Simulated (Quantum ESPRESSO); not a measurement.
# Computed records: Ag4MoIrPd2 (simulated cell)

All values are calculated (Quantum ESPRESSO 7.5). Calculation on a made-up metal alloy cell, not a measurement: no spin or spin-orbit, unrelaxed, 2900 K smearing, stress positive in tension, cell energy less fitted offsets; periodic Kohn-Sham density functional theory in plane waves with PseudoDojo standard norm-conserving scalar-relativistic pseudopotentials, each functional with its own files (v0.5 for PBE, v0.4.1 for LDA and PBEsol), eight atoms on drawn sites of a strained close-packed or body-centred lattice, each displaced and held fixed; the energy is the cell's free energy, ions and the entropy term -TS included, at the stated Fermi-Dirac width, less a fixed offset for each atom's element (shifted free energy); compositions with an open d shell lost a parallel starting moment in a cheaper test run, and other magnetic orders were not tried; an error bar is the largest change of its kind in a tighter rerun, never given below 0.002 eV, 0.02 GPa or 0.003 eV/angstrom, and covers cutoff and k-mesh only, not smearing or the files.

Entry: Ag4MoIrPd2 (simulated cell)

```
Ag4MoIrPd2
1.0
      2.9003     0.0955     4.6299
      2.8986     0.0013    -4.6288
     -2.8156     4.9985     0.0516
Ag Mo Ir Ag Pd
1 1 1 3 2
Direct
  -0.07044 -0.05008 -0.00602
  0.00131 0.02788 0.49206
  0.42249 0.94343 0.33875
  0.42669 0.89536 0.82761
  0.49922 0.52773 0.00965
  0.51824 0.53605 0.52328
  0.90546 0.40865 0.34458
  0.89493 0.41774 0.82953
```

```
lattice type         : hexagonal close-packed
functional           : pbe
cutoff               : 1143 eV
fermi dirac smearing : 0.25 eV
electrons removed    : 0
run command          : pw.x -nk 1 -in in
run processor        : AMD EPYC, Zen 5, virtual cores
k mesh               : 5 x 5 x 5 shifted half a step off Gamma on each axis
stress yz            : withheld
pressure             : withheld
stress xx            : withheld
```

Atoms:
```tsv
atoms element	atom site	atom energy offset (eV)
Ag	1	-4218.03
Mo	2	-1911.95
Ir	3	-3133.86
Ag	4	-4218.03
Ag	5	-4218.03
Ag	6	-4218.03
Pd	7	-3687.45
Pd	8	-3687.45
```

Notes: heavy elements are run without spin-orbit coupling, which real alloys of them have; a spin test at this wide smearing found no moment, but such smearing suppresses magnetism that the real alloy may have; lattice, volume and sites are drawn at random and may be unstable or far from any real phase; energies are for the whole cell, less offsets fitted to these runs, so they are not formation energies; error bars: energy 0.0074 eV, stress 0.065 GPa, force 0.0046 eV/Å, from a tighter rerun of this cell; 16 SCF iterations, 2373 s of wall time on a shared machine.

Question: Ag4MoIrPd2 (simulated cell): stress yz?
Answer: -0.18 GPa

Question: Estimate the pressure of Ag4MoIrPd2 (simulated cell).
Answer: 0.8 GPa

Question: Estimate the stress xx of Ag4MoIrPd2 (simulated cell).
Answer: -0.86 GPa

Further results for Ag4MoIrPd2 (simulated cell):

```
entropy term negative ts : -1.379 eV
stress yy                : -2.73 GPa
stress zz                : 1.2 GPa
stress xz                : 2.48 GPa
stress xy                : 0.7 GPa
shifted free energy      : 2.704 eV
```

Forces:
```tsv
site	x (eV/Å)	y (eV/Å)	z (eV/Å)
1	3.719	0.855	1.099
2	-0.438	0.723	0.3
3	-0.608	0.341	-0.458
4	-0.305	-0.075	-3.431
5	-2.83	0.366	0.796
6	-0.321	-2.191	0.729
7	0.826	-0.304	-0.271
8	-0.043	0.285	1.236
```
